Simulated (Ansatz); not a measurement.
Relaxed-ion elastic tensor of AlNi (CsCl type, Pm-3m) in GPa (Voigt order), plane-wave PAW LDA (Ansatz code); density 6.26 g/cm³, 11.36 Å³ per atom.

```
241  158  158  0.0  0.0  0.0
158  241  158  0.0  0.0  0.0
158  158  241  0.0  0.0  0.0
0.0  0.0  0.0  133  0.0  0.0
0.0  0.0  0.0  0.0  133  0.0
0.0  0.0  0.0  0.0  0.0  133
```

**Question.** Is the crystal mechanically stable?

**Answer.** Yes: the smallest eigenvalue of C is 83.2 GPa.

**Question.** Work out the Voigt, Reuss and Hill averages.

**Answer.** K_V = 186, K_R = 186, K_H = 186; G_V = 96.6, G_R = 70.8, G_H = 83.7 GPa.

**Question.** Give Young's modulus, Poisson's ratio, Pugh's ratio and the universal anisotropy index.

**Answer.** E = 9KG/(3K + G) = 218 GPa; ν = 0.30; K/G = 2.22 (ductile by the Pugh limit of 1.75); A_U = 5G_V/G_R + K_V/K_R − 6 = 1.82.

**Question.** Estimate the sound speeds and the Debye temperature.

**Answer.** v_l = √((K + 4G/3)/ρ) = 6890 m/s, v_t = √(G/ρ) = 3660 m/s, mean 4090 m/s; Θ = (h/k)(3n/4πV)^(1/3) v_m = 541 K.

**Question.** Give the Zener ratio and Young's modulus along [100], [110] and [111].

**Answer.** A = 2C44/(C11 − C12) = 3.20; 1/E = S11 − 2(S11 − S12 − S44/2)Γ with Γ = 0, 1/4, 1/3 gives 116, 223, 323 GPa.

**Question.** Solve the Christoffel equation for the three sound speeds along [100], [110], [111].

**Answer.** Eigenvalues of C_ijkl n_j n_l equal ρv². In km/s, slowest first: [100] 4.61, 4.61, 6.21; [110] 2.58, 4.61, 7.29; [111] 3.39, 3.39, 7.62.

Symmetry was held in the LDA relaxation. No spin polarisation was allowed. As this level gives no gap, shear constants depend on the k-mesh and smearing (Fermi–Dirac, 0.1 eV here).

Potentials: the earlier of the program's two PAW sets. The files were generated under PBE; for other functionals the program regenerates the frozen cores, and for LDA and PBEsol the local potential too.
